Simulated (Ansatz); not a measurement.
## TiP2O7: Ti-47 NMR of the central transition

Cell: a Materials Project structure (computed, not necessarily an observed phase), atoms as given.

Space group P2_1 (No. 4); a = 4.8463, b = 7.9965, c = 6.9876 Å, β = 106.01°.

```
site  Wyckoff  site symmetry       x       y       z
  Ti       2a              1  0.7863  0.5487  0.2702
  P3       2a              1  0.6096  0.8653  0.4946
  P4       2a              1  0.7622  0.2875  0.8896
  O7       2a              1  0.9746  0.7329  0.1693
  O8       2a              1  0.8422  0.3936  0.0754
  O9       2a              1  0.8486  0.9925  0.5452
 O10       2a              1  0.7196  0.6899  0.4803
 O11       2a              1  0.5799  0.3731  0.3659
 O12       2a              1  0.4300  0.6404  0.0973
 O13       2a              1  0.4174  0.9121  0.2770
```

One atom of each set is listed.

Method: Kohn–Sham DFT in Ansatz, PBE, plane waves and PAW, scalar-relativistic, 420 eV cutoff, Γ-centred 5×3×4 k-points, Fermi–Dirac smearing 0.02 eV.

Ti-47 has I = 5/2 and Q = 302.0 mb (Pyykkö 2018); at 28.2 T its Larmor frequency is ν₀ = 67.8 MHz. Only the quadrupole interaction is simulated: positions count from each site's isotropic chemical shift, and J coupling is left out, as are shift anisotropy and dipolar coupling, which fast spinning averages.

Simulated pattern of one Ti site (fast magic-angle spinning, Gaussian broadening 0.3 kHz):

```
offset (kHz)  height
      -9.351       0
      -8.956       5
      -8.561       8
      -8.166       8
      -7.771       9
      -7.375       9
      -6.980       9
      -6.585      11
      -6.190      34
      -5.795      51
      -5.399      77
      -5.004      91
      -4.609      68
      -4.214      61
      -3.818      59
      -3.423      60
      -3.028      63
      -2.633      70
      -2.238      91
      -1.842     100
      -1.447      73
      -1.052      60
      -0.657      21
      -0.262       0
```

(1) Which |C_Q| and η does the pattern imply?

## Answers

(1) The pattern spans 8.27 kHz before broadening and its centre of gravity is at -3.63 kHz, which fixes P_Q; the places of the horns and steps fix η. That gives P_Q = 6.41 MHz, |C_Q| = 6.34 MHz and η = 0.25. The sign of C_Q can't be read from the pattern.

At this cell the PBE pressure is 6 GPa, so with PBE the cell would grow if it were relaxed. The entry's cell may itself be off. The largest force is 0.7 eV/Å, so the atoms aren't at the calculated equilibrium and relaxing them would move these values.

Hardware: 1 thread of Arm Neoverse V1 (aarch64; 8 cores open to the job, memory cap 2.5 GiB, no GPU), a shared host with a load of 0.3 a core. Wall time 1.7 min, CPU time 1.7 min, peak memory 0.66 GiB.
